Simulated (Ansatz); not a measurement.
GaP (zinc blende)

```yaml
crystal:
  lattice:
    - [0.00000, 2.75322, 2.75322]
    - [2.75322, 0.00000, 2.75322]
    - [2.75322, 2.75322, 0.00000]
  atoms:
    - { symbol: P, position: [0.75000, 0.75000, 0.75000] }
    - { symbol: Ga, position: [0.00000, 0.00000, 0.00000] }
```

The slice is a {100} plane (indices of the conventional cell) through the point (0.000, 0.000, 0.000) (fractional), spanned by u = [100] and v = [0 1 -1] in vectors of this cell: u (3.89 Å) and v (3.89 Å, at 90° to u). It covers one period; positions are fractions (u, v).

All values below come from PBE (plane waves to 420 eV, PAW, scalar-relativistic; Ansatz, a program for electronic structure). k mesh 10×10×10. Near the nuclei the fields are pseudised (PAW); where an atom keeps semicore shells as valence, they peak there. GaP was relaxed with its symmetry unable to fall. The PAW data are Ansatz's earlier set.

Three fields on this plane, each scaled to ten steps between its own extremes (0 low, 9 high; the total valence density on a logarithmic scale, the potential cut 8 eV below its top; x marks points blanked near nuclei; v = 0 in the bottom row):

Map A
```
|xxxxxx699999996xxxxx|
|xxxxx46888888864xxxx|
|xxxxx46666666664xxxx|
|xxxx4444444444444xxx|
|xx44443222222234444x|
|66664321111111234666|
|99864210000000124689|
|99864210000000124689|
|99864210000000124689|
|99864210000000124689|
|99864210000000124689|
|99864210000000124689|
|99864210000000124689|
|66664321111111234666|
|xx44443222222234444x|
|xxxx4444444444444xxx|
|xxxxx46666666664xxxx|
|xxxxx46888888864xxxx|
|xxxxxx699999996xxxxx|
|xxxxxx699999996xxxxx|
```

Map B
```
|xxxxxx988777889xxxxx|
|xxxxx98877777889xxxx|
|xxxxx98766666789xxxx|
|xxxx9776555556779xxx|
|xx99765544444556799x|
|99887544332334457889|
|88876543211123456788|
|88765432100012345678|
|87765431000001345677|
|77765421000001245677|
|87765431000001345677|
|88765432100012345678|
|88876543211123456788|
|99887544332334457889|
|xx99765544444556799x|
|xxxx9776555556779xxx|
|xxxxx98766666789xxxx|
|xxxxx98877777889xxxx|
|xxxxxx988777889xxxxx|
|xxxxxx988878889xxxxx|
```

Map C
```
|xxxxxx357777753xxxxx|
|xxxxx04677777640xxxx|
|xxxxx15778887751xxxx|
|xxxx0467888887640xxx|
|xx01467889998876410x|
|23456789999999876543|
|55677899999999987765|
|67778899999999988777|
|77788999999999998877|
|77788999999999998877|
|77788999999999998877|
|67778899999999988777|
|55677899999999987765|
|23456789999999876543|
|xx01467889998876410x|
|xxxx0467888887640xxx|
|xxxxx15778887751xxxx|
|xxxxx04677777640xxxx|
|xxxxxx357777753xxxxx|
|xxxxxx256777652xxxxx|
```

### Question
Assign the maps to these fields: electron localisation function (ELF); valence electron density; electrostatic potential energy of an electron, from the cell's mean.

### Answer
A is the electron localisation function (ELF); B is the valence electron density; C is the electrostatic potential energy of an electron, from the cell's mean.
